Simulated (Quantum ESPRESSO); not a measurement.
## Band energies of ZnSe

```xyz
2
Lattice="0.0000 2.8164 2.8164 2.8164 0.0000 2.8164 2.8164 2.8164 0.0000" Properties=species:S:1:pos:R:3 pbc="T T T"
Zn     0.0000     0.0000     0.0000
Se     1.4082     1.4082     1.4082
```

PBE (stringent potentials; pw.x of Quantum ESPRESSO, ONCV potentials, without SOC); path ΓXWKΓLUWLK,UX; energies in eV from the valence-band maximum.

| k (1/Å) | point | band 18 | band 19 | band 20 | band 21 | band 22 | band 23 | band 24 | band 25 |
|---|---|---|---|---|---|---|---|---|---|
| 0.00 | Γ | -6.22 | -6.22 | 0.00 | 0.00 | 0.00 | 1.37 | 5.81 | 5.81 |
| 0.56 |  | -6.25 | -6.19 | -2.90 | -1.29 | -1.29 | 3.93 | 4.07 | 8.08 |
| 1.12 | X | -6.17 | -6.03 | -4.83 | -2.25 | -2.25 | 2.95 | 3.47 | 10.87 |
| 1.67 | W | -6.25 | -5.90 | -4.77 | -2.83 | -2.75 | 5.49 | 5.64 | 7.02 |
| 1.80 |  | -6.23 | -5.92 | -4.78 | -3.00 | -2.44 | 4.81 | 5.68 | 7.47 |
| 2.07 | K | -6.20 | -5.94 | -4.80 | -3.17 | -1.84 | 3.58 | 5.65 | 9.11 |
| 2.36 |  | -6.23 | -6.12 | -4.49 | -2.93 | -1.18 | 4.14 | 6.45 | 7.44 |
| 2.95 |  | -6.23 | -6.22 | -1.62 | -0.54 | -0.11 | 2.70 | 5.56 | 6.05 |
| 3.25 | Γ | -6.22 | -6.22 | 0.00 | 0.00 | 0.00 | 1.37 | 5.81 | 5.81 |
| 3.47 |  | -6.22 | -6.22 | -1.13 | -0.13 | -0.13 | 2.23 | 5.75 | 6.02 |
| 4.11 |  | -6.20 | -6.15 | -5.14 | -0.87 | -0.87 | 2.60 | 6.41 | 6.41 |
| 4.22 | L | -6.20 | -6.05 | -5.34 | -0.89 | -0.89 | 2.58 | 6.39 | 6.39 |
| 4.61 |  | -6.20 | -6.00 | -5.00 | -2.52 | -1.37 | 3.89 | 5.95 | 7.70 |
| 4.90 | U | -6.20 | -5.94 | -4.80 | -3.17 | -1.84 | 3.58 | 5.65 | 9.11 |
| 5.20 |  | -6.23 | -5.91 | -4.77 | -2.95 | -2.54 | 5.05 | 5.67 | 7.29 |
| 5.29 | W | -6.25 | -5.90 | -4.77 | -2.83 | -2.75 | 5.49 | 5.64 | 7.02 |
| 5.69 |  | -6.21 | -6.00 | -4.99 | -2.47 | -1.51 | 4.29 | 5.54 | 7.47 |
| 6.08 | L | -6.20 | -6.05 | -5.34 | -0.89 | -0.89 | 2.58 | 6.39 | 6.39 |
| 6.25 |  | -6.20 | -6.04 | -5.26 | -1.37 | -1.01 | 3.09 | 6.06 | 6.67 |
| 6.68 |  | -6.20 | -5.95 | -4.80 | -3.17 | -1.73 | 3.69 | 6.00 | 8.64 |
| 6.77 | K | -6.20 | -5.94 | -4.80 | -3.17 | -1.84 | 3.58 | 5.65 | 9.11 |
| 6.77 | U | -6.20 | -5.94 | -4.80 | -3.17 | -1.84 | 3.58 | 5.65 | 9.11 |
| 7.16 | X | -6.17 | -6.03 | -4.83 | -2.25 | -2.25 | 2.95 | 3.47 | 10.87 |

The PBE gap is direct, 1.37 eV at Γ.

Spin-orbit splittings are left out.

Geometry relaxed with PBEsol.
